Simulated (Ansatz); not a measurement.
**Question.** Each is relaxed and computed with PBE in the plane-wave PAW code Ansatz. Which is the only metal?
(A) Te2Mo, P6_3/mmc (Mo on 2c, Te on 4f)
(B) GeMo, P6/mmm (Mo on 3f, Ge on 1a, Ge on 2d)
(C) MoS2, R3m (Mo on 3a, S on 3a, S on 3a)
(D) GeS2, R-3m (Ge on 3a, S on 6c)

**Answer.** B, GeMo, P6/mmm (Mo on 3f, Ge on 1a, Ge on 2d). GeMo: metal; MoS2: gap 1.45 eV (indirect); Te2Mo: gap 0.97 eV (indirect); GeS2: gap 0.67 eV (indirect). Constructed cells (a structure type filled with these elements, in neither database checked): GeMo, P6/mmm (Mo on 3f, Ge on 1a, Ge on 2d); GeS2, R-3m (Ge on 3a, S on 6c). Weakly bound layers, chains or molecules computed without a dispersion correction, so cells and soft constants are ill determined: MoS2, R3m (Mo on 3a, S on 3a, S on 3a); Te2Mo, P6_3/mmc (Mo on 2c, Te on 4f); GeS2, R-3m (Ge on 3a, S on 6c). All cells were relaxed under the symmetry of their starts (and spin orders); stability against distortions was not tested throughout. Rows with no word on spin ran without spin polarisation. Scalar-relativistic: spin–orbit coupling is off unless named, which matters more the heavier the elements.

Potentials: the later of the program's two PAW sets.
